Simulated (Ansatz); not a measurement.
# A plane-wave run on NbH2

Input file of Ansatz 0.2.0:

```yaml
crystal:
  lattice:
    - [0.0, 2.28212899, 2.28212899]
    - [2.28212899, 0.0, 2.28212899]
    - [2.28212899, 2.28212899, 0.0]
  atoms:
    - { symbol: Nb, position: [0.0, 0.0, 0.0] }
    - { symbol: H, position: [0.25, 0.25, 0.25] }
    - { symbol: H, position: [0.75, 0.75, 0.75] }
  symmetry: { tolerance: 0.0003 }
kpoints:
  mp_grid: { grid: [13, 13, 13], shift: [0, 0, 0] }
  band_path:
    path:
      - [0.0, 0.0, 0.0]
      - [0.5, 0.0, 0.5]
      - [0.625, 0.25, 0.625]
      - [0.375, 0.375, 0.75]
      - [0.0, 0.0, 0.0]
      - [0.5, 0.5, 0.5]
      - [0.5, 0.25, 0.75]
      - [0.5, 0.0, 0.5]
    npoints: 8
magnetization:
  spin_polarized: false
scf:
  occupations: { method: fermi_dirac, width: 0.0134 }
  lower_state_search: "off"
  max_iter: 200
hamiltonian:
  pseudopotentials: { kind: paw }
  xc: r2scan
basis:
  ecutwfc: 500
  fft_grid_basis: typed
output:
  forces: true
  stress: true
  eigenvalues: true
  bader: true
  populations: true
  elf: true
  write_potential: true
  volumetric_format: npy
  dos:
    e_range: [-12, 8]
    de: 0.05
    projected: { site_lists: { H: [H], Nb: [Nb] } }
checkpoint:
  read: saved_state
```

The saved state is an earlier solution for the same cell, perhaps on another mesh. 

Excerpt of what it printed:

```
SCF iter   1: F=-4596.3276 eV  Δρ=1.20e-3  dr2=9.38e-5  dr2_τ=1.79e-3
SCF iter   2: F=-4596.3278 eV  Δρ=6.99e-4  dr2=2.97e-5  dr2_τ=8.25e-6
SCF iter   3: F=-4596.3278 eV  Δρ=2.48e-4  dr2=7.19e-6  dr2_τ=1.53e-6
SCF iter   4: F=-4596.3278 eV  Δρ=4.70e-5  dr2=2.59e-7  dr2_τ=1.07e-7
SCF iter   5: F=-4596.3278 eV  Δρ=2.00e-5  dr2=5.44e-8  dr2_τ=1.89e-8
Free energy (F): -4596.3278 eV
Harris-Foulkes:  -4596.3278 eV  (|F-HF|=1.39e-7)
Internal energy: -4596.3267 eV  (E = F + TS)
E sigma→0 (E₀):  -4596.3272 eV
Entropy (-TS):   -0.0011 eV (-0.382 meV/atom)
Fermi energy:    15.2321 eV
--- Stress (GPa, compression-positive) ---
       -2.0798       0.0000       0.0000
        0.0000      -2.0798       0.0000
        0.0000       0.0000      -2.0798
  P = ⅓ Tr σ = -2.0798 GPa (-20.798 kbar)
--- Löwdin populations: 3 sites ---
  site symbol       q [e]
     0     Nb     12.7445
     1      H      1.1038
     2      H      1.1038
  spilling = 0.0032 (of n_electrons = 15.0000)
--- Bader charges: 3 sites ---
  site symbol  charge [e]  shift [e]
     0     Nb      1.3452     0.0014
     1      H     -0.6726     0.0007
     2      H     -0.6726     0.0007
```

Origin: a database entry at a rescaled volume.
